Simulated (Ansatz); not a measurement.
Relaxed BAs (zinc blende):

```
CELL_PARAMETERS angstrom
      0.00000     4.78390     4.78390
      2.39195     2.39195     4.78390
      2.39195     2.39195     0.00000
ATOMIC_POSITIONS crystal
  As 0.00000 0.75000 0.75000
  As 0.50000 0.75000 0.75000
  B  0.00000 0.00000 0.00000
  B  0.50000 0.00000 0.00000
```

The atoms are displaced by Q × the pattern below (from a DFPT mode at X = (0.5, 0.5, 0.0), largest move 1; Q in Å), at fixed cell. It is one choice among 2 degenerate patterns. (q is in reciprocal vectors of the primitive cell; the cell shown is doubled to hold the pattern.)

| atom | x | y | z |
|---|---|---|---|
| As1 | -0.104 | 0.000 | 0.000 |
| As2 | 0.104 | 0.000 | 0.000 |
| B3 | 0.000 | 1.000 | 0.000 |
| B4 | 0.000 | -1.000 | 0.000 |

Computed with r2SCAN (plane waves to 500 eV, PAW, scalar-relativistic; Ansatz, a program for electronic structure). k mesh 12×12×12 (Γ-centred), Fermi-Dirac smearing 0.05 eV. E stands for the smeared free energy. BAs was relaxed with its symmetry unable to fall. The zero of ΔE is the undisplaced structure.

```json
[
 {"Q (Å)": "-0.2800", "ΔE (meV/cell)": "withheld"},
 {"Q (Å)": "-0.2333", "ΔE (meV/cell)": "899"},
 {"Q (Å)": "-0.1867", "ΔE (meV/cell)": "579"},
 {"Q (Å)": "-0.1400", "ΔE (meV/cell)": "327"},
 {"Q (Å)": "-0.0933", "ΔE (meV/cell)": "146"},
 {"Q (Å)": "-0.0467", "ΔE (meV/cell)": "37"},
 {"Q (Å)": "0.0000", "ΔE (meV/cell)": "0"},
 {"Q (Å)": "0.0467", "ΔE (meV/cell)": "37"},
 {"Q (Å)": "0.0933", "ΔE (meV/cell)": "146"},
 {"Q (Å)": "0.1400", "ΔE (meV/cell)": "327"},
 {"Q (Å)": "0.1867", "ΔE (meV/cell)": "579"},
 {"Q (Å)": "0.2333", "ΔE (meV/cell)": "899"},
 {"Q (Å)": "0.2800", "ΔE (meV/cell)": "withheld"}
]
```

Fit an even polynomial form (powers 2, 4) to the given rows and predict ΔE at Q = -0.2800.

Least squares on the 11 given rows: ΔE = (16790)·Q² + (-4981)·Q⁴, in meV/cell with Q in Å; root-mean-square residual 0.2 meV/cell. At -0.2800 the fit gives 1286 meV/cell; the calculation gives 1284 meV/cell, so the extrapolation is off by 2 (+0.2 %). The quadratic term alone would give 1316 meV/cell.

(A displaced cell: forces are minus the slopes of the energy, force constants its curvatures, and phonons follow from these.)
